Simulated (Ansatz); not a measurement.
One crystal and one scan (scan of one atom of the cell) at two levels, PBE (plane waves to 420 eV, PAW, scalar-relativistic; Ansatz, a first-principles code) and r2SCAN (plane waves to 500 eV, PAW, scalar-relativistic; Ansatz), each from its own relaxed cell and on its own mesh.

The crystal is InAs (zinc blende); one In atom of a 4-atom cell moves by s along Cartesian z, with its periodic images.

The energy includes the smearing's −TS. InAs was relaxed with its symmetry unable to fall. As the smearing reaches across the gap at some points, energies and forces of such displacements shift with the k mesh and the smearing. With partly filled bands, energies and forces of such displacements shift with the k mesh and the smearing.

```
quantity                                                          run 1  run 2
----------------------------------------------------------------  -----  -----
Lattice constant a (Å)                                            6.109  6.186
Force constant k = d²E/ds² at s = 0 (finite differences) (eV/Å²)   7.78   6.96
```

Task: Which run is which level?

Result: Run 2 is PBE, run 1 is r2SCAN. PBE gives the higher value for: lattice constant a. PBE gives the lower value for: force constant k = d²E/ds² at s = 0. (PBE) At this level the bands of InAs touch or barely overlap; measurements give the solid a gap. Both give the same shape of the curve: a single well with its minimum at or next to zero displacement.

(A displaced cell: forces are minus the slopes of the energy, force constants its curvatures, and phonons follow from these.)
